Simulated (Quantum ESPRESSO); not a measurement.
Simulation results for Si$_{3}$Ge$_{3}$C$_{2}$ (made-up cell), Al$_{2}$ZnSiN$_{4}$ (made-up cell)

Calculation on a made-up crystal cell, not a measurement: periodic Kohn-Sham density functional theory in plane waves with PseudoDojo standard norm-conserving scalar-relativistic pseudopotentials, each functional with its own files (v0.5 for PBE, v0.4.1 for LDA and PBEsol), no spin polarisation, no spin-orbit coupling, atoms not relaxed, stress positive in tension, energies less a fixed whole-eV offset for each atom's element; levels are Kohn-Sham levels at fractions of this cell's reciprocal vectors, counted from the reference band (half the neutral cell's valence electrons, rounded up) at Gamma; error bars cover cutoff and k-mesh only, not smearing or the files; added strain carries the atoms with the cell, and shear is the tensor component; each bar is the largest change over components, and at least 0.002 eV, 0.002 eV per angstrom or 0.02 GPa; energies are for the whole cell, and the offsets were chosen from early runs and are not element reference energies. Program: Quantum ESPRESSO 7.5.

Common to all runs: functional pbe; scf tolerance 1e-07 eV; electrons removed 0.

(1) Si$_{3}$Ge$_{3}$C$_{2}$ (made-up cell)

Unstrained structure:
```cif
# cell vector a (Å): 5.7227 0.0000 0.0000
# cell vector b (Å): 0.0000 5.7227 0.0000
# cell vector c (Å): 0.0000 0.0000 5.7227
data_Si3Ge3C2
_symmetry_space_group_name_H-M 'P 1'
_symmetry_Int_Tables_number 1
_cell_length_a 5.7227
_cell_length_b 5.7227
_cell_length_c 5.7227
_cell_angle_alpha 90.000
_cell_angle_beta 90.000
_cell_angle_gamma 90.000
_cell_volume 187.41
loop_
_atom_site_label
_atom_site_type_symbol
_atom_site_fract_x
_atom_site_fract_y
_atom_site_fract_z
_atom_site_occupancy
Si1 Si 0.00322 0.99799 0.99822 1
Ge1 Ge 0.00056 0.48867 0.49980 1
Si2 Si 0.48659 0.99079 0.50647 1
Ge2 Ge 0.50502 0.50593 0.99493 1
Ge3 Ge 0.25408 0.24616 0.26751 1
Si3 Si 0.26173 0.75312 0.75788 1
C1 C 0.74248 0.25395 0.75414 1
C2 C 0.74690 0.75159 0.25373 1
```

It was run with lattice type zincblende/diamond, cutoff 1116 eV, fermi dirac smearing 0.1 eV, added strain kind shear xy, added strain -0.0005, k mesh 6 x 6 x 6, shifted by half a step and structure shown before the added strain of -0.0005.

The calculation gives: free energy less offsets 5.192 eV; smearing term minus ts -0.02613 eV; scf iterations 13; pressure -13.97 GPa; stress xx 14.58 GPa; stress yy 13.61 GPa; stress zz 13.73 GPa; stress yz 0.663 GPa; stress xz -0.1343 GPa; stress xy 0.8378 GPa; fermi level 0.01909 eV; reference band 31; error bar energy 0.003062 eV; error bar stress 0.02 GPa; error bar force 0.003586 eV/Å; error bar next band up 0.002 eV; error bar fermi level 0.009911 eV; error bars from tighter rerun of a related cell.

Atoms:
```
atoms element  atom site  atom energy offset (eV)
           Si          1                     -115
           Ge          2                    -2430
           Si          3                     -115
           Ge          4                    -2430
           Ge          5                    -2430
           Si          6                     -115
            C          7                     -163
            C          8                     -163
```

Forces:
```
site  x (eV/Å)    y (eV/Å)  z (eV/Å)
   1    -1.925      0.1348    0.3132
   2    -2.221      0.9511    0.9041
   3     2.754     0.08871  -0.04698
   4     2.074     -0.4949    0.6297
   5   0.06739      -0.445    -1.243
   6    -1.048  -0.0006311   -0.3062
   7    0.2391      -0.382  -0.05413
   8   0.05983      0.1479   -0.1972
```

Levels:
```
level k point  next band up (eV)
        Gamma             0.1612
(1/2,1/2,1/2)            -0.5848
   (0.15,0,0)             0.4269
   (0,0.15,0)             0.4912
   (0,0,0.15)             0.5051
```

(2) Si$_{3}$Ge$_{3}$C$_{2}$ (made-up cell)

The structure is that of entry 1.

Settings of this run: lattice type zincblende/diamond, cutoff 1116 eV, fermi dirac smearing 0.1 eV, added strain kind shear xy, added strain 0.006, k mesh 6 x 6 x 6, shifted by half a step and structure shown before the added strain of 0.006.

It finds free energy less offsets 5.208 eV; smearing term minus ts -0.02599 eV; scf iterations 13; pressure -13.91 GPa; stress xx 14.51 GPa; stress yy 13.55 GPa; stress zz 13.67 GPa; stress yz 0.6279 GPa; stress xz -0.1531 GPa; stress xy 1.367 GPa; fermi level 0.02098 eV; reference band 31; error bar energy 0.003062 eV; error bar stress 0.02 GPa; error bar force 0.003586 eV/Å; error bar next band up 0.002 eV; error bar fermi level 0.009911 eV; error bars from tighter rerun of a related cell.

Atoms:
```
atoms element  atom site  atom energy offset (eV)
           Si          1                     -115
           Ge          2                    -2430
           Si          3                     -115
           Ge          4                    -2430
           Ge          5                    -2430
           Si          6                     -115
            C          7                     -163
            C          8                     -163
```

Forces:
```
site  x (eV/Å)  y (eV/Å)  z (eV/Å)
   1    -1.937    0.2093    0.2929
   2    -2.257     1.036    0.9148
   3     2.759  -0.01971  -0.03199
   4     2.095    -0.571    0.6421
   5   0.07927    -0.449    -1.345
   6    -1.043   0.03459   -0.4015
   7    0.2557   -0.3821   0.03393
   8   0.04823    0.1424   -0.1058
```

Levels:
```
level k point  next band up (eV)
        Gamma             0.1652
(1/2,1/2,1/2)            -0.5741
   (0.15,0,0)             0.4331
   (0,0.15,0)             0.4989
   (0,0,0.15)             0.5151
```

(3) Si$_{3}$Ge$_{3}$C$_{2}$ (made-up cell)

The structure is that of entry 1.

Settings of this run: lattice type zincblende/diamond, cutoff 1116 eV, fermi dirac smearing 0.1 eV, added strain kind shear xy, added strain 0.0105, k mesh 6 x 6 x 6, shifted by half a step and structure shown before the added strain of 0.0105.

The calculation gives: free energy less offsets 5.223 eV; smearing term minus ts -0.02595 eV; scf iterations 13; pressure -13.85 GPa; stress xx 14.45 GPa; stress yy 13.49 GPa; stress zz 13.62 GPa; stress yz 0.6028 GPa; stress xz -0.1656 GPa; stress xy 1.735 GPa; fermi level 0.02253 eV; reference band 31; error bar energy 0.003062 eV; error bar stress 0.02 GPa; error bar force 0.003586 eV/Å; error bar next band up 0.002 eV; error bar fermi level 0.009911 eV; error bars from tighter rerun of a related cell.

Atoms:
```
atoms element  atom site  atom energy offset (eV)
           Si          1                     -115
           Ge          2                    -2430
           Si          3                     -115
           Ge          4                    -2430
           Ge          5                    -2430
           Si          6                     -115
            C          7                     -163
            C          8                     -163
```

Forces:
```
site  x (eV/Å)  y (eV/Å)  z (eV/Å)
   1    -1.947    0.2614    0.2787
   2    -2.283     1.095    0.9231
   3     2.763  -0.09473  -0.02223
   4     2.111   -0.6242     0.651
   5   0.08898   -0.4526    -1.416
   6     -1.04   0.05906   -0.4679
   7    0.2669   -0.3822   0.09527
   8      0.04    0.1385  -0.04202
```

Levels:
```
level k point  next band up (eV)
        Gamma             0.1684
(1/2,1/2,1/2)             -0.566
   (0.15,0,0)             0.4375
   (0,0.15,0)             0.5038
   (0,0,0.15)             0.5212
```

(4) Si$_{3}$Ge$_{3}$C$_{2}$ (made-up cell)

The structure is that of entry 1.

Settings of this run: lattice type zincblende/diamond, cutoff 1116 eV, fermi dirac smearing 0.1 eV, added strain kind shear xy, added strain 0.0227, k mesh 6 x 6 x 6, shifted by half a step and structure shown before the added strain of 0.0227.

Results for Si$_{3}$Ge$_{3}$C$_{2}$ (made-up cell): free energy less offsets 5.28 eV; smearing term minus ts -0.02607 eV; scf iterations 13; pressure -13.65 GPa; stress xx 14.22 GPa; stress yy 13.27 GPa; stress zz 13.46 GPa; stress yz 0.5387 GPa; stress xz -0.1995 GPa; stress xy 2.738 GPa; fermi level 0.02743 eV; reference band 31; error bar energy 0.003062 eV; error bar stress 0.02 GPa; error bar force 0.003586 eV/Å; error bar next band up 0.002 eV; error bar fermi level 0.009911 eV; error bars from tighter rerun of this cell.

Atoms:
```
atoms element  atom site  atom energy offset (eV)
           Si          1                     -115
           Ge          2                    -2430
           Si          3                     -115
           Ge          4                    -2430
           Ge          5                    -2430
           Si          6                     -115
            C          7                     -163
            C          8                     -163
```

Forces:
```
site  x (eV/Å)  y (eV/Å)  z (eV/Å)
   1    -1.977    0.4029    0.2409
   2    -2.359     1.255    0.9465
   3      2.78   -0.3003  0.005983
   4     2.155   -0.7696    0.6761
   5    0.1146   -0.4602    -1.613
   6     -1.03    0.1256   -0.6492
   7     0.298   -0.3837    0.2614
   8    0.0186    0.1298    0.1315
```

Levels:
```
level k point  next band up (eV)
        Gamma             0.1783
(1/2,1/2,1/2)             -0.542
   (0.15,0,0)             0.4502
   (0,0.15,0)             0.5164
   (0,0,0.15)             0.5353
```

(5) Al$_{2}$ZnSiN$_{4}$ (made-up cell)

Unstrained structure:
```cif
# cell vector a (Å): 3.1772 0.0007 0.0508
# cell vector b (Å): 0.0013 5.5270 0.0390
# cell vector c (Å): 0.0829 0.0367 5.0788
data_Al2ZnSiN4
_symmetry_space_group_name_H-M 'P 1'
_symmetry_Int_Tables_number 1
_cell_length_a 3.1776
_cell_length_b 5.5271
_cell_length_c 5.0796
_cell_angle_alpha 89.182
_cell_angle_beta 88.149
_cell_angle_gamma 89.967
_cell_volume 89.16
loop_
_atom_site_label
_atom_site_type_symbol
_atom_site_fract_x
_atom_site_fract_y
_atom_site_fract_z
_atom_site_occupancy
Al1 Al 0.98996 0.00137 0.99529 1
Zn1 Zn 0.48656 0.50360 0.00788 1
Al2 Al 0.50411 0.16905 0.49951 1
Si1 Si 0.01163 0.67616 0.51602 1
N1 N 0.02590 0.00930 0.37259 1
N2 N 0.49245 0.49382 0.38527 1
N3 N 0.50020 0.16932 0.88113 1
N4 N 0.00299 0.66015 0.87027 1
```

It was run with lattice type wurtzite, cutoff 1143 eV, fermi dirac smearing 0.025 eV, added strain kind biaxial xx and yy, added strain -0.0223, k mesh 6 x 4 x 4, shifted by half a step and structure shown before the added strain of -0.0223.

The calculation gives: free energy less offsets -3.49 eV; smearing term minus ts 0 eV; scf iterations 13; pressure 0.3946 GPa; stress xx -2.834 GPa; stress yy 0.696 GPa; stress zz 0.9539 GPa; stress yz 2.128 GPa; stress xz 1.393 GPa; stress xy 0.395 GPa; error bar energy 0.002 eV; error bar stress 0.02881 GPa; error bar force 0.002 eV/Å; error bars from tighter rerun of a related cell.

Atoms:
```
atoms element  atom site  atom energy offset (eV)
           Al          1                      -64
           Zn          2                    -5687
           Al          3                      -64
           Si          4                     -115
            N          5                     -283
            N          6                     -283
            N          7                     -283
            N          8                     -283
```

Forces:
```
site  x (eV/Å)  y (eV/Å)  z (eV/Å)
   1    0.4449  -0.07412   -0.9885
   2    0.4137     -0.47   -0.4255
   3    0.6053   -0.2729     1.711
   4  -0.09395   -0.6814      0.68
   5    -1.066    -2.697    0.6597
   6    0.3344     3.342     2.332
   7   -0.1062    -2.133    -1.044
   8   -0.5321     2.986    -2.925
```

(6) Al$_{2}$ZnSiN$_{4}$ (made-up cell)

The structure is that of entry 5.

Here we set lattice type wurtzite, cutoff 1143 eV, fermi dirac smearing 0.025 eV, added strain kind biaxial xx and yy, added strain -0.0203, k mesh 6 x 4 x 4, shifted by half a step and structure shown before the added strain of -0.0203.

It finds free energy less offsets -3.491 eV; smearing term minus ts 0 eV; scf iterations 13; pressure -0.3723 GPa; stress xx -1.774 GPa; stress yy 1.71 GPa; stress zz 1.181 GPa; stress yz 2.096 GPa; stress xz 1.417 GPa; stress xy 0.3597 GPa; error bar energy 0.002 eV; error bar stress 0.02881 GPa; error bar force 0.002 eV/Å; error bars from tighter rerun of a related cell.

Atoms:
```
atoms element  atom site  atom energy offset (eV)
           Al          1                      -64
           Zn          2                    -5687
           Al          3                      -64
           Si          4                     -115
            N          5                     -283
            N          6                     -283
            N          7                     -283
            N          8                     -283
```

Forces:
```
site  x (eV/Å)  y (eV/Å)  z (eV/Å)
   1     0.442  -0.06182    -1.004
   2    0.4077   -0.4674   -0.4659
   3    0.5955   -0.2596     1.678
   4  -0.08194   -0.6826    0.6777
   5    -1.057    -2.675    0.6758
   6    0.3222     3.307     2.337
   7   -0.1038    -2.126    -1.015
   8   -0.5249     2.966    -2.883
```

(7) Al$_{2}$ZnSiN$_{4}$ (made-up cell)

The structure is that of entry 5.

It was run with lattice type wurtzite, cutoff 1143 eV, fermi dirac smearing 0.025 eV, added strain kind biaxial xx and yy, added strain -0.0166, k mesh 6 x 4 x 4, shifted by half a step and structure shown before the added strain of -0.0166.

Results for Al$_{2}$ZnSiN$_{4}$ (made-up cell): free energy less offsets -3.487 eV; smearing term minus ts 0 eV; scf iterations 13; pressure -1.751 GPa; stress xx 0.1301 GPa; stress yy 3.531 GPa; stress zz 1.591 GPa; stress yz 2.037 GPa; stress xz 1.457 GPa; stress xy 0.3058 GPa; error bar energy 0.002 eV; error bar stress 0.02881 GPa; error bar force 0.002 eV/Å; error bars from tighter rerun of this cell.

Atoms:
```
atoms element  atom site  atom energy offset (eV)
           Al          1                      -64
           Zn          2                    -5687
           Al          3                      -64
           Si          4                     -115
            N          5                     -283
            N          6                     -283
            N          7                     -283
            N          8                     -283
```

Forces:
```
site  x (eV/Å)  y (eV/Å)  z (eV/Å)
   1     0.439  -0.04227    -1.031
   2    0.3993   -0.4601   -0.5374
   3     0.574    -0.238     1.618
   4  -0.05973     -0.68     0.675
   5    -1.038    -2.632    0.7043
   6    0.3008      3.24     2.343
   7  -0.09955    -2.118   -0.9638
   8   -0.5161     2.931    -2.809
```

(8) Al$_{2}$ZnSiN$_{4}$ (made-up cell)

The structure is that of entry 5.

It was run with lattice type wurtzite, cutoff 1143 eV, fermi dirac smearing 0.025 eV, added strain kind biaxial xx and yy, added strain 0.0086, k mesh 6 x 4 x 4, shifted by half a step and structure shown before the added strain of 0.0086.

The calculation gives: free energy less offsets -3.278 eV; smearing term minus ts 0 eV; scf iterations 13; pressure -9.73 GPa; stress xx 11.12 GPa; stress yy 14.04 GPa; stress zz 4.035 GPa; stress yz 1.687 GPa; stress xz 1.694 GPa; stress xy -0.02688 GPa; error bar energy 0.002 eV; error bar stress 0.02881 GPa; error bar force 0.002 eV/Å; error bars from tighter rerun of a related cell.

Atoms:
```
atoms element  atom site  atom energy offset (eV)
           Al          1                      -64
           Zn          2                    -5687
           Al          3                      -64
           Si          4                     -115
            N          5                     -283
            N          6                     -283
            N          7                     -283
            N          8                     -283
```

Forces:
```
site  x (eV/Å)  y (eV/Å)  z (eV/Å)
   1    0.4159   0.08254    -1.162
   2    0.3406   -0.4182   -0.9405
   3    0.4411   -0.1099     1.276
   4   0.07774    -0.673    0.6857
   5   -0.9182    -2.359    0.8464
   6    0.1671     2.827     2.347
   7  -0.07158    -2.054   -0.6723
   8   -0.4527     2.704     -2.38
```

(9) Al$_{2}$ZnSiN$_{4}$ (made-up cell)

The structure is that of entry 5.

Settings of this run: lattice type wurtzite, cutoff 1143 eV, fermi dirac smearing 0.025 eV, added strain kind biaxial xx and yy, added strain 0.0111, k mesh 6 x 4 x 4, shifted by half a step and structure shown before the added strain of 0.0111.

Results for Al$_{2}$ZnSiN$_{4}$ (made-up cell): free energy less offsets -3.242 eV; smearing term minus ts 0 eV; scf iterations 13; pressure -10.41 GPa; stress xx 12.05 GPa; stress yy 14.92 GPa; stress zz 4.25 GPa; stress yz 1.655 GPa; stress xz 1.713 GPa; stress xy -0.05567 GPa; error bar energy 0.002 eV; error bar stress 0.02881 GPa; error bar force 0.002 eV/Å; error bars from tighter rerun of a related cell.

Atoms:
```
atoms element  atom site  atom energy offset (eV)
           Al          1                      -64
           Zn          2                    -5687
           Al          3                      -64
           Si          4                     -115
            N          5                     -283
            N          6                     -283
            N          7                     -283
            N          8                     -283
```

Forces:
```
site  x (eV/Å)  y (eV/Å)  z (eV/Å)
   1     0.414   0.09397     -1.17
   2    0.3351    -0.414   -0.9732
   3    0.4291  -0.09905     1.247
   4   0.08988   -0.6717    0.6893
   5   -0.9074    -2.332    0.8563
   6    0.1552     2.788     2.343
   7  -0.06925    -2.049   -0.6482
   8   -0.4467     2.683    -2.344
```

(10) Al$_{2}$ZnSiN$_{4}$ (made-up cell)

The structure is that of entry 5.

Settings of this run: lattice type wurtzite, cutoff 1143 eV, fermi dirac smearing 0.025 eV, added strain kind biaxial xx and yy, added strain 0.0152, k mesh 6 x 4 x 4, shifted by half a step and structure shown before the added strain of 0.0152.

The calculation gives: free energy less offsets -3.176 eV; smearing term minus ts 0 eV; scf iterations 13; pressure -11.47 GPa; stress xx 13.5 GPa; stress yy 16.31 GPa; stress zz 4.592 GPa; stress yz 1.608 GPa; stress xz 1.747 GPa; stress xy -0.1009 GPa; error bar energy 0.002 eV; error bar stress 0.02881 GPa; error bar force 0.002 eV/Å; error bars from tighter rerun of a related cell.

Atoms:
```
atoms element  atom site  atom energy offset (eV)
           Al          1                      -64
           Zn          2                    -5687
           Al          3                      -64
           Si          4                     -115
            N          5                     -283
            N          6                     -283
            N          7                     -283
            N          8                     -283
```

Forces:
```
site  x (eV/Å)  y (eV/Å)  z (eV/Å)
   1    0.4093    0.1103    -1.183
   2    0.3268   -0.4082    -1.024
   3    0.4079  -0.08232     1.202
   4    0.1094   -0.6702    0.6961
   5   -0.8879     -2.29    0.8708
   6     0.136     2.726     2.337
   7  -0.06387    -2.037   -0.6108
   8   -0.4377     2.651    -2.287
```
